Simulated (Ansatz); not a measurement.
**CsLiH4N2, one structure, two calculations**

Cell: a Materials Project structure (computed, not necessarily an observed phase), atoms as given.

```cif
data_CsLiH4N2
_symmetry_space_group_name_H-M 'P6_222'
_symmetry_Int_Tables_number 180
_cell_length_a 6.5028
_cell_length_b 6.5028
_cell_length_c 8.5108
_cell_angle_alpha 90.000
_cell_angle_beta 90.000
_cell_angle_gamma 120.000
loop_
_atom_site_label
_atom_site_type_symbol
_atom_site_symmetry_multiplicity
_atom_site_Wyckoff_symbol
_atom_site_fract_x
_atom_site_fract_y
_atom_site_fract_z
Cs Cs 3 d 0.5000 0.0000 0.5000
Li Li 3 a 0.0000 0.0000 0.0000
H H 12 k 0.0882 0.6941 0.7880
N N 6 j 0.8594 0.7188 0.5000
```

One atom of each set is listed.

First run. Computed with Ansatz: DFT, PBE, plane waves and PAW, scalar-relativistic, 420 eV cutoff, Γ-centred 5×5×4 k-points, Fermi–Dirac smearing 0.02 eV.

```tsv
site	V_zz (10²¹ V/m²)	η
Cs	10.66	0.24
Li	0.16	0.50
H	3.80	0.12
N	-7.24	0.79
```

Second run. The same atoms and settings, except that spin–orbit coupling is included (fully relativistic PAW files).

Problem. What does the second run give?

Solution. 

| site | V_zz | η | change of V_zz |
| --- | --- | --- | --- |
| Cs | 10.69 | 0.24 | +0.03 |
| Li | 0.16 | 0.50 | 0.00 |
| H | 3.80 | 0.12 | 0.00 |
| N | -7.24 | 0.79 | 0.00 |

The largest change of V_zz is on Cs, from 10.66 to 10.69.

With these PAW files V_zz is typically within 2 to 3 % of all-electron values, but misses above 10 % occur on Li.
